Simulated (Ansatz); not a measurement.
NbN (rock salt, space group No. 225), the program Ansatz at the PBE level (PAW), all energies at zero smearing, with the estimated change up to a 700 eV cutoff added, with one set of potentials and settings (totals compare only within such a set). Cell of 2 atoms (1 N, 1 Nb): -4938.213 eV.

| element | reference phase | E (eV/atom) |
|---|---|---|
| N | Pa-3, 8 atoms in the cell | -384.0325 |
| Nb | Im-3m, 1 atoms in the cell | -4552.2836 |

Formation energy per atom, worked out: (-4938.213 − 1×(-384.0325) − 1×(-4552.2836))/2 = -0.948 eV/atom (-91 kJ per mol of atoms), at 0 K, without zero-point energy or fitted corrections.

Space group Fm-3m (rock salt). The PBE relaxation kept the symmetry of its start. The run is not spin-polarised. The references are the lowest solids computed at this level, not always the standard phases (solids in place of the gases).

Potentials: the later of the program's two PAW sets.
